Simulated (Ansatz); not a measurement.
The calculation used Ansatz 0.2.0, DFT PBE, scalar-relativistic, plane waves, PAW. All cells share a 420 eV cutoff and Γ-centred k meshes spaced at most about 0.3 Å⁻¹ (about 0.25 or finer for metals, 2π included). No spin polarisation in the final relaxations.

These are static total energies at zero pressure.

Two forms of ScSi2O3 were relaxed alike.

A. Space group P4mm (No. 99), tetragonal, a = 3.207 Å, c = 7.887 Å. Sc has 4 O at 2.27 Å and 1 Si at 2.78 Å; Si on its first site is surrounded by 4 O at 2.03 Å; Si on its second site is surrounded by 4 O at 1.83 Å and 1 Sc at 2.78 Å; around O on a site of symmetry 2mm lie 2 Si at 1.83 Å, 2 Si at 2.03 Å and 4 O at 2.27 Å; O on a site of symmetry 4mm is surrounded by 4 Sc at 2.27 Å.

B. Space group P-62m (No. 189), hexagonal, a = 5.757 Å, c = 2.801 Å. Sc is surrounded by 3 O at 2.03 Å and 2 Sc at 2.80 Å; Si is surrounded by 3 O at 1.87 Å; O is surrounded by 2 Si at 1.87 Å and 1 Sc at 2.03 Å.

Question: Which is lower in energy, and by how much?

Answer: A is lower, by 157 meV/atom. A has space group P4mm (No. 99), 13.5 Å³/atom and no gap on its mesh; B has space group P-62m (No. 189), 13.4 Å³/atom and no gap. Counting O atoms around Sc and Si (those within 1.25 times the shortest such distance or 1.15 times the sum of covalent radii), A has Sc 4, Si 4 and B has Sc 3, Si 3. Both come from invented guesses. A third cell relaxed alike, in R-3m, lies 282 meV/atom below the lower of the two.

Weakly bound directions are ill-defined at this level, which has no dispersion term (P4mm), and this can change margins and order among such cells. In P4mm, P-62m an odd number of electrons in the primitive cell allows no gap without spin; a larger cell or a magnetic state could open one. Cells relaxed within their symmetry can be saddle points.
